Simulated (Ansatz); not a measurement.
## CuNi$_{2}$ (P-62m)

These are results of DFT PBE, scalar-relativistic, plane waves, PAW in Ansatz 0.2.0, not measurements.

Cutoff 420 eV; k points 12×12×10 on the computed 6-atom cell (Γ-centred); Gaussian smearing, width 0.10 eV; collinear spin from starting moments 0.0 0.0 0.5 0.5 0.5 0.4 μB.

The structure is relaxed at this level of theory with its symmetry kept, and needn't be the ground state of this composition.

Space group P-62m (No. 189), hexagonal, a = 4.335 Å, c = 4.137 Å. Cu has 3 Cu at 2.50 Å and 9 Ni at 2.50–2.53 Å; Ni on a site of symmetry m2m is surrounded by 8 Ni at 2.46–2.52 Å and 4 Cu at 2.53 Å; Ni on a site of symmetry -62m is surrounded by 6 Cu at 2.50 Å and 6 Ni at 2.51 Å.

| Item | Value |
| --- | --- |
| Volume per atom | 11.22 Å³ |
| Formation energy from the elements' standard states (uncorrected) | +0.052 eV/atom |
| Kohn–Sham band gap | none (metal) |
| Density of states at the Fermi level | 10.3 states/eV per cell |
| Orbital (Löwdin) character within 0.5 eV of the Fermi level | Ni 3d 84 %, Cu 3d 9 % |
| Bader charge by site (e) | Cu (2 in the cell) 0.04, Ni (3 in the cell) -0.02, Ni (1 in the cell) -0.01 |
| Total moment | 1.72 μB per cell |
| Moment by site (μB) | Ni3 0.48, Ni4 0.48, Ni5 0.48, Ni6 0.39 |

Only this magnetic start was tried.

The cell was found from a structure generator's guess, not taken from experiment. Löwdin shares on free-atom orbitals overweight diffuse shells.
